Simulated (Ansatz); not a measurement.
SnO2:
```cif
data_O4Sn2
_chemical_formula_sum 'Sn2 O4'
_space_group_name_H-M_alt 'P 1'
_space_group_IT_number 1
_cell_length_a 4.72016
_cell_length_b 4.72016
_cell_length_c 3.18872
_cell_angle_alpha 90.000
_cell_angle_beta 90.000
_cell_angle_gamma 90.000
loop_
_space_group_symop_operation_xyz
  'x, y, z'
loop_
_atom_site_label
_atom_site_type_symbol
_atom_site_fract_x
_atom_site_fract_y
_atom_site_fract_z
_atom_site_occupancy
Sn1 Sn 0.50000 0.50000 0.50000 1
Sn2 Sn 0.00000 0.00000 0.00000 1
O1 O 0.19393 0.80607 0.50000 1
O2 O 0.80607 0.19393 0.50000 1
O3 O 0.69393 0.69393 0.00000 1
O4 O 0.30607 0.30607 0.00000 1
```

Relaxed with LDA.

**Question.** Which orbitals make up the states near the band edges in DFT-LDA in the program Ansatz with PAW potentials?

**Answer.** Top 1 eV of the valence band: O 2p 98 %. Bottom 1 eV of the conduction band: Sn 5s 52 %, O 2s 27 %, O 2p 16 %. Projections are on Löwdin-orthogonalised atomic valence shells; empty p or d shells of many metals are not among them.

**Question.** Tabulate the density of states.

**Answer.** States/eV per cell of 6 atoms, in 0.25 eV bins, energy from the valence-band maximum.

```
E (eV)  total  O 2p  Sn 5s  Sn 5p
------  -----  ----  -----  -----
-7.85    1.68  0.99   0.58   0.06
-7.60    2.13  1.26   0.71   0.07
-7.35    1.70  1.00   0.52   0.07
-7.10    1.90  1.13   0.57   0.07
-6.85    1.51  0.90   0.43   0.06
-6.60    1.03  0.62   0.28   0.05
-6.35    1.13  0.70   0.27   0.06
-6.10    0.98  0.61   0.22   0.06
-5.85    0.85  0.54   0.17   0.06
-5.60    1.12  0.76   0.14   0.15
-5.35    1.76  1.27   0.10   0.32
-5.10    2.28  1.66   0.09   0.44
-4.85    2.39  1.76   0.08   0.46
-4.60    2.57  1.92   0.08   0.47
-4.35    3.13  2.38   0.06   0.58
-4.10    4.08  3.15   0.06   0.72
-3.85    3.83  2.98   0.06   0.63
-3.60    3.18  2.52   0.05   0.47
-3.35    3.01  2.42   0.03   0.41
-3.10    3.17  2.64   0.03   0.35
-2.85    2.77  2.34   0.02   0.28
-2.60    2.88  2.45   0.02   0.26
-2.35    2.93  2.55   0.02   0.22
-2.10    3.35  2.98   0.02   0.18
-1.85    4.87  4.49   0.02   0.14
-1.60    4.90  4.62   0.01   0.09
-1.35    7.56  7.24   0.02   0.06
-1.10    7.61  7.37   0.01   0.04
-0.85   10.10  9.87   0.01   0.04
-0.60    3.28  3.21   0.00   0.03
-0.35    1.09  1.07   0.00   0.01
-0.10    0.26  0.25   0.00   0.00
0.15     0.00  0.00   0.00   0.00
0.40     0.00  0.00   0.00   0.00
0.65     0.00  0.00   0.00   0.00
0.90     0.00  0.00   0.00   0.00
1.15     0.00  0.00   0.00   0.00
1.40     0.01  0.00   0.01   0.00
1.65     0.04  0.01   0.02   0.00
1.90     0.06  0.01   0.03   0.00
2.15     0.08  0.02   0.04   0.00
2.40     0.11  0.03   0.05   0.01
2.65     0.15  0.04   0.07   0.01
2.90     0.18  0.05   0.08   0.01
3.15     0.22  0.06   0.10   0.02
3.40     0.28  0.08   0.12   0.02
3.65     0.34  0.10   0.15   0.03
3.90     0.43  0.13   0.18   0.03
4.15     0.61  0.19   0.26   0.05
4.40     0.68  0.22   0.30   0.05
4.65     0.82  0.27   0.37   0.06
4.90     1.98  0.61   0.91   0.18
5.15     2.06  0.64   0.93   0.21
5.40     1.81  0.58   0.81   0.19
5.65     1.64  0.54   0.74   0.16
5.90     1.48  0.50   0.69   0.13
```

Space group P4_2/mnm (rutile). Symmetry was held in the LDA relaxation; phonons on a q-mesh show no instability. Spin–orbit coupling is left out wherever it is not named.

Potentials: the earlier of the program's two PAW sets.
